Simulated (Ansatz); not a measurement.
**Trial structures of Hf₅F: starts and ends**

These are results of DFT PBE, scalar-relativistic, plane waves, PAW (Ansatz), not measurements. All cells share a 420 eV cutoff and Γ-centred k meshes spaced at most about 0.3 Å⁻¹ (about 0.25 or finer for metals, 2π included). No spin polarisation in the final relaxations.

Each guess was relaxed in cell and atoms at zero pressure, within the symmetry of its start. Temperature and zero-point effects are left out. Coordination counts Hf atoms around F (those within 1.25 times the shortest such distance or 1.15 times the sum of covalent radii, 1.27 where that leaves under three; a plus sign parts nearer from farther groups; the shortest distance is added where it exceeds 1.18 times the sum of covalent radii).

```tsv
guess	made from	start group	V start (Å³/atom)	end group	V end (Å³/atom)	coordination at the end	gap on mesh (eV)	E over the lowest end (meV/atom)
1	random cell	P6/mmm	20.3	P6/mmm	21.2	F 2+12 from 2.8 Å	0	743
2	LaCo5 type	P6/mmm	19.7	P6/mmm	24.9	F 6+12 from 3.3 Å	0	1179
3	random cell	P-43m	21.5	P-43m	24.6	F 4	0	1426
4	MgCd5 type	P-6m2	17.1	P-6m2	20.1	F 6	0	0
5	Hf5Pb type	P4/mmm	19.4	?	?	?	?	?
```

Guess 5 as it starts:

```cif
data_structure
_symmetry_space_group_name_H-M 'P 1'
_symmetry_Int_Tables_number 1
_cell_length_a 3.0183
_cell_length_b 3.0183
_cell_length_c 12.7855
_cell_angle_alpha 90.000
_cell_angle_beta 90.000
_cell_angle_gamma 90.000
_cell_volume 116.48
loop_
_atom_site_label
_atom_site_type_symbol
_atom_site_fract_x
_atom_site_fract_y
_atom_site_fract_z
_atom_site_occupancy
Hf1 Hf 0.50000 0.50000 0.33448 1
Hf2 Hf 0.50000 0.50000 0.66552 1
Hf3 Hf 0.00000 0.00000 0.17599 1
Hf4 Hf 0.00000 0.00000 0.82401 1
Hf5 Hf 0.00000 0.00000 0.50000 1
F1 F 0.50000 0.50000 0.00000 1
```

Problem. Fill in the missing row: what does this guess relax into, and where does it rank?

Solution. It ends in space group P4/mmm (No. 123), with a = 3.118 Å, c = 12.558 Å, 20.3 Å³/atom and no gap. It lies 121 meV/atom over the lowest end, above guess 4 and below guess 1. Counting Hf atoms around F, this end has F 8 from 2.8 Å and the lowest (guess 4) has F 6.

```cif
data_structure
_symmetry_space_group_name_H-M 'P 1'
_symmetry_Int_Tables_number 1
_cell_length_a 3.1177
_cell_length_b 3.1177
_cell_length_c 12.5585
_cell_angle_alpha 90.000
_cell_angle_beta 90.000
_cell_angle_gamma 90.000
_cell_volume 122.07
loop_
_atom_site_label
_atom_site_type_symbol
_atom_site_fract_x
_atom_site_fract_y
_atom_site_fract_z
_atom_site_occupancy
Hf1 Hf 0.50000 0.50000 0.31364 1
Hf2 Hf 0.50000 0.50000 0.68636 1
Hf3 Hf 0.00000 0.00000 0.14355 1
Hf4 Hf 0.00000 0.00000 0.85645 1
Hf5 Hf 0.00000 0.00000 0.50000 1
F1 F 0.50000 0.50000 0.00000 1
```

The zero of energy is the elements' standard structures at the same level (F₂ as a molecule); no fitted shifts are applied.

Problem. Is the lowest end bound against the elements?

Solution. Yes: its formation energy is −0.47 eV/atom. Whether it is stable depends on the other phases of the system, which aren't compared here.

These runs have no spin–orbit coupling, which can matter for Hf. A magnetic state wasn't ruled out in cells without spin, among them P-6m2, P4/mmm, P6/mmm at 21.2 Å³/atom, P6/mmm at 24.9 Å³/atom, P-43m. Cells relaxed within their symmetry can be saddle points. A lower structure may well exist outside this small set. Some structure types and database cells were kept out of the candidates from the start, so a known form may be missing.
